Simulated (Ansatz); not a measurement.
MoPt (CsCl type, space group No. 221) at seven volumes, r²SCAN in the plane-wave PAW code Ansatz, scaled uniformly. One row is withheld.

| V (Å³/atom) | P (GPa) |
|---|---|
| 14.328 | 31.09 |
| 14.801 | 18.92 |
| 15.273 | 8.66 |
| 15.746 | 0.01 |
| 16.218 | ? |
| 16.690 | -13.39 |
| 17.163 | -18.51 |

### Question
Fit the shown pressures and predict the withheld one.

### Answer
P = (3/2)B₀(x^(7/2) − x^(5/2))[1 + (3/4)(B′ − 4)(x − 1)] with x = (V₀/V)^(2/3). Least squares on the six rows gives V₀ = 15.747 Å³/atom, B₀ = 263 GPa, B′ = 4.71. At V = 16.218, x = 0.9805 and P = -7.23 GPa. The run itself gave -7.27 GPa.

Space group Pm-3m (CsCl type). The start of the workflow was typed in or built on a structure type; neither database checked (COD, Materials Project) lists it. Whether it is the stable phase at ambient conditions was not checked. Symmetry was held in the r²SCAN relaxation. At this level the phase is mechanically unstable. No spin polarisation was allowed. Its formation energy is positive at this level, so the cell may be metastable or incomplete. Scalar-relativistic: spin–orbit coupling is off unless named, which matters more the heavier the elements.

Potentials: the later of the program's two PAW sets.
